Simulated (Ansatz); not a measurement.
SnS₂:
```yaml
crystal:
  lattice:
    - [3.66928, 0.00000, 0.00000]
    - [-1.83464, 3.17769, 0.00000]
    - [0.00000, 0.00000, 5.80754]
  atoms:
    - { symbol: Sn, position: [0.00000, 0.00000, 0.00000] }
    - { symbol: S, position: [0.33333, 0.66667, 0.25455] }
    - { symbol: S, position: [0.66667, 0.33333, 0.74545] }
```

Relaxed with PBE+D3(BJ). PBE+D3(BJ) (plane waves, PAW; program Ansatz) gives a gap of 1.22 eV.

Task: What gap does HSE06 give on the same cell (Ansatz, PAW)?

Result: 2.08 eV, 0.85 eV more. The hybrid was solved on a coarser mesh and at special points; its gap is the smallest among all of these.

```tsv
k	v1 PBE+D3(BJ)	c1 PBE+D3(BJ)	v1 HSE06	c1 HSE06
Γ	-0.01	1.69	[?]	[?]
A	-0.35	2.93	-0.31	3.92
K	-1.57	1.79	[?]	[?]
H	-0.39	2.90	[?]	[?]
M	-0.39	1.61	[?]	[?]
L	-0.80	1.36	-0.81	2.21
```

Task: Top valence (v1) and lowest conduction level (c1) in eV from each method's valence maximum (which need not be a listed point): supply the withheld HSE06 values.

Result: 
- M, v1 HSE06: -0.36
- M, c1 HSE06: 2.44
- K, v1 HSE06: -1.69
- K, c1 HSE06: 2.69
- H, v1 HSE06: -0.40
- H, c1 HSE06: 3.94
- Γ, v1 HSE06: -0.02
- Γ, c1 HSE06: 2.63

Cost on shared cores: the PBE+D3(BJ) run (SCF on a 9×9×5 mesh, then bands and DOS) around 40 core-seconds (rough), the HSE06 run (SCF on 6×6×4, then a few points) around 4 core-minutes (rough); the tasks are unlike.

Space group P-3m1 (CdI2 type). The PBE+D3(BJ) relaxation kept the symmetry of its start; of distortions, only those at the zone centre were tested. Spin–orbit coupling is left out wherever it is not named.

Potentials: the later of the program's two PAW sets.
